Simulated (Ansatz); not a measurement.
The cell comes from COD entry 9008501, which wasn't checked; take it as a given geometry.

Hf: DFT, PBEsol, PAW with Ansatz's default frozen-core files, scalar-relativistic (Ansatz 0.2.0).

Command: `ansatz run input.yaml --threads 1 --pin off --max-ram 3072MiB --backend cpu --events-out ev --progress --plain --runs-dir out` The run took 11 s on 1 thread of Intel(R) Xeon(R) 6975P-C (Granite Rapids) (shared host), peak memory 0.49 GiB.

```yaml
crystal:
  lattice:
    - [3.1966985242, 0.0, 0.0]
    - [-1.5983492621, 2.7684221302, 0.0]
    - [0.0, 0.0, 5.0578]
  atoms:
    - { symbol: Hf, position: [0.3333333333, 0.6666666667, 0.25] }
    - { symbol: Hf, position: [0.6666666667, 0.3333333333, 0.75] }
kpoints:
  mp_grid: { grid: [13, 13, 7] }
  band_path:
    path:
      - [0.0, 0.0, 0.0]
      - [0.5, 0.0, 0.0]
      - [0.3333333333, 0.3333333333, 0.0]
      - [0.0, 0.0, 0.0]
      - [0.0, 0.0, 0.5]
      - [0.5, 0.0, 0.5]
      - [0.3333333333, 0.3333333333, 0.5]
      - [0.0, 0.0, 0.5]
      - [0.5, 0.0, 0.5]
    npoints: 14
scf:
  occupations: { method: fermi_dirac, width: 0.05 }
hamiltonian:
  xc: pbesol
  pseudopotentials: { kind: paw }
output:
  forces: true
  stress: true
  eigenvalues: true
  efg: { contact_densities: true }
  populations: true
  bader: true
  dos: { projected: true, de: 0.2, e_range: [-14, 8] }
  write_density: true
  write_potential: true
  elf: true
  volumetric_format: npy
```

Output:

```
Hf: output.efg is read without spin–orbit coupling, which moves field gradients at and beside such atoms by some per cent and up to a factor of two; PAW files take it under magnetization.noncollinear and magnetization.spin_orbit
Engine: ansatz 0.2.0
Pseudopotentials: kind: paw
Pseudopotential: Hf, paw, valence charge 26, recommended cutoff 420 eV (normal)
Functional definition: PBEsol
  exchange = pbesol_x
  correlation = pbesol_c
Crystal: 2 atoms, lattice volume = 44.761 Å³
Basis set: ecut = 420 eV, 881 PW (Γ), exchange–correlation on 48×48×72 points (8 copies of the dense FFT grid, shifted against one another)
Bands: 32, of which v1, the nominal top of the filled ones, is band 26 counted from 1 (25 counted from 0)
Symmetry: 24 space group operations
Space group: P63/mmc (ITA 194), of the structure as read, at distance tolerance 3.6e-5 Å
k-points: 84 of 1183
Non-local potential: Hf, projectors of the file, l = 0: 3, l = 1: 2, l = 2: 2, l = 3: 3
PAW form: soft (Blöchl's): semilocal exchange-correlation on the pseudo side does not see the compensation charge
PAW frozen core: Hf, regenerated for the run's functional, and the local potential with it (the file was generated under x = pbe(κ = 0.804, μ = 0.2195149727645171), c = pbe(β = 0.06672455060314922))
PAW one-centre angular grid: Hf, 590 points (default); XC on 64 Gauss nodes
Initial density: superposition of atomic densities (neutral atoms: chi_scale 0, normalization atom), corrected by the library's trained network
Initial wavefunctions: pseudopotential atomic-orbital guess
Functional: x = pbesol(κ = 0.804, μ = 0.12345679012345678), c = pbesol(β = 0.046)
SCF iter   1: F=—  HF=-31196.037506 eV  |F-HF|=—  |Δ(HF+E_count)|=         —  Δρ=2.98e-3  dr2=1.84e-3  ethr=1.77e-3  ⟨swp⟩=4.6  Hψ=8933  notcnv=0
preconditioner: auto → Kerker (q_TF=auto, 2.797 Å⁻¹)  [metal: Δε(μ)=0.010 eV  Ē_g=17.509 eV  σ=0.050 eV  W_gap=0.05  n_scr=22 (ndim 8)  ℏωp=38.5 eV  f_vac=0.000  D(μ)=1.61/eV (n_scr^D=10)]
SCF iter   2: F=—  HF=-31196.037910 eV  |F-HF|=—  |Δ(HF+E_count)|=   4.04e-4  Δρ=1.76e-3  dr2=6.30e-4  ethr=3.53e-6  ⟨swp⟩=2.3  Hψ=5397  notcnv=0
SCF iter   3: F=—  HF=-31196.038100 eV  |F-HF|=—  |Δ(HF+E_count)|=   1.90e-4  Δρ=6.05e-4  dr2=1.31e-4  ethr=1.21e-6  ⟨swp⟩=2.1  Hψ=4091  notcnv=0
SCF iter   4: F=—  HF=-31196.038052 eV  |F-HF|=—  |Δ(HF+E_count)|=   4.78e-5  Δρ=1.63e-4  dr2=8.83e-6  ethr=2.52e-7  ⟨swp⟩=2.0  Hψ=4769  notcnv=0  defer=1
SCF iter   5: F=—  HF=-31196.038066 eV  |F-HF|=—  |Δ(HF+E_count)|=   1.41e-5  Δρ=3.03e-5  dr2=3.00e-7  ethr=1.70e-8  ⟨swp⟩=2.0  Hψ=4859  notcnv=0  defer=1
SCF iter   6: F=-31196.038066 eV  HF=-31196.038066 eV  |F-HF|=6.00e-8  |Δ(HF+E_count)|=   7.16e-8  Δρ=1.60e-5  dr2=8.37e-8  ethr=1.92e-10  ⟨swp⟩=10.9  Hψ=21819  notcnv=0
SCF 1 converged in 6 iterations: F = -31196.038066 eV  dr2 = 8.37e-8
  Residual-converged pass: ⟨swp⟩=1.0  Hψ=3024  notcnv=0  max |occ|·‖R‖ = 7.1e-9 eV (tolerance 1.0e-8 eV)  dr2=8.37e-8  dr2_onsite=7.63e-8  max |Δocc| = 8.8e-11
  greatest PAW one-centre occupation: 0.998 electrons in one spin orbital (limit 2), on the Hf atom at site 1 (counted from 0), in its partial waves of l = 0
NSCF: frozen V_eff on 113 k-points
SCF converged after 6 iterations
Free energy (F): -31196.038066 eV
Harris-Foulkes:  -31196.038066 eV  (|F-HF|=6.00e-8)
Internal energy: -31196.024766 eV  (E = F + TS)
E sigma→0 (E₀):  -31196.031416 eV
Entropy (-TS):   -0.013300 eV (-6.650 meV/atom)
Fermi energy:    19.736177 eV
--- Per-component energies (eV) ---
  E_band       = 64.831238
  E_kinetic    = 848.482949
  E_local      = -10157.396269  (includes V_loc(G=0)·N_el)
  E_nonlocal   = -2477.476037
  E_hartree    = 4772.423470
  E_xc         = -595.244078
  E_vxc        = -531.567352  (∫ρ·V_xc dr)
  E_paw        = -13614.593642  (= ΣΔE_a)
  E_vpaw       = 2837.967790  (= ΣTr[D̂ρ^β])
  E_aug_tail   = -0.000003  (compensation charges beyond the density's cutoff)
  E_ewald      = -9974.723339
  E_core_change = 2.502183  (= ΣΔE_core)
  E_smearing   = -0.013300  (= −TS)
  E_closure    = -0.000000  (closes the sum)
  Σ components = -31196.038066   (vs F -31196.038066, Δ=0.00e0)
--- Forces (eV/Å), atoms counted from 1 ---
  atom   1  Hf     0.00000000     0.00000000     0.00000000
  atom   2  Hf    -0.00000000    -0.00000000    -0.00000000
  max |Σ_I F_I| component: 3.70e-17 eV/Å
--- Stress (GPa, compression-positive) ---
       -3.656093      -0.000000      -0.000000
        0.000000      -3.656093       0.000000
       -0.000000       0.000000      -3.864859
  P = ⅓ Tr σ = -3.7257 GPa (-37.257 kbar)
--- PAW observables at the nuclei: V_zz in 10²¹ V/m², potentials from the cell's mean, atoms counted from 1 ---
  atom   1  Hf V_zz =    +9.184596   η = 0.0000   by run symmetry: allowed
            electrostatic potential = -14183.482201 V   contact ρ = 7519149.833877 e/Å³
  atom   2  Hf V_zz =    +9.184596   η = 0.0000   by run symmetry: allowed
            electrostatic potential = -14183.482201 V   contact ρ = 7519149.833877 e/Å³
--- Band table (eV; the first three rows and the last of 84) ---
  k-point 0: bands = ["-42.1468", "-42.0753", "-11.2899", "-10.5448", "-10.5448", "-10.4161", "-10.4156", "-10.4156", "7.8790", "7.9131", "7.9132", "7.9132", "7.9146", "7.9146", "7.9201", "7.9256", "7.9256", "7.9341", "7.9529", "7.9529", "7.9947", "7.9983", "12.3541", "16.0157", "20.3989", "20.8912", "20.8912", "21.1710", "21.7110", "21.7110", "22.3451", "22.3451"]
  k-point 1: bands = ["-42.1433", "-42.0788", "-11.2494", "-10.5384", "-10.5384", "-10.4624", "-10.4220", "-10.4220", "7.8796", "7.9032", "7.9032", "7.9153", "7.9154", "7.9198", "7.9198", "7.9274", "7.9274", "7.9355", "7.9564", "7.9564", "7.9949", "7.9982", "12.5418", "15.9152", "20.1413", "20.7887", "20.7887", "21.0090", "21.5582", "21.5582", "22.6486", "22.6486"]
  k-point 2: bands = ["-42.1334", "-42.0888", "-11.1345", "-10.5904", "-10.5206", "-10.5206", "-10.4401", "-10.4401", "7.8822", "7.8969", "7.8969", "7.9060", "7.9094", "7.9094", "7.9209", "7.9358", "7.9411", "7.9411", "7.9603", "7.9603", "7.9954", "7.9977", "13.0784", "15.5245", "19.7581", "20.5904", "20.6697", "20.6697", "21.2225", "21.2225", "23.3377", "23.3377"]
  k-point 83: bands = ["-42.0717", "-42.0702", "-11.0896", "-11.0823", "-10.8902", "-10.8312", "-10.5672", "-10.5538", "7.9042", "7.9107", "7.9125", "7.9151", "7.9212", "7.9228", "7.9296", "7.9329", "7.9334", "7.9337", "7.9359", "7.9392", "7.9763", "7.9764", "17.7040", "17.7390", "18.4660", "18.5212", "19.4874", "19.6276", "21.9403", "22.5508", "24.8254", "25.0008"]
--- Löwdin populations: 2 sites ---
  site symbol       q [e]
     0     Hf     25.9254
     1     Hf     25.9254
  spilling = 0.002870 (of n_electrons = 52.000000)
--- Bader charges: 2 sites ---
  site symbol  charge [e]  shift [e]
     0     Hf      0.0000     0.0000
     1     Hf      0.0000     0.0000
  estimated error of the sums over rays = 2.6e-4 e
```

populations.tsv:

```
# site	symbol	l	j	q
# orbitals = lowdin
# n_electrons = 52.000000
# spilling = 0.002870
0	Hf	0_5S	-	1.957352
0	Hf	0_6S	-	0.849117
0	Hf	1_5P	-	5.976595
0	Hf	2_5D	-	3.147080
0	Hf	3_4F	-	13.995242
1	Hf	0_5S	-	1.957352
1	Hf	0_6S	-	0.849117
1	Hf	1_5P	-	5.976595
1	Hf	2_5D	-	3.147080
1	Hf	3_4F	-	13.995242
```

bader_charges.tsv:

```
# site	symbol	x_ang	y_ang	z_ang	partial_charge_e	electrons	volume_ang3	relative_density_drop	shared_charge_e	partial_wave_shift_e
# quadrature_error_electrons = 2.6e-4
0	Hf	0.0000	1.8456	1.2645	-0.00001	72.00001	22.38	-	-0.00001	0.00000
1	Hf	1.5983	0.9228	3.7934	0.00001	71.99999	22.38	-	0.00001	0.00000
```
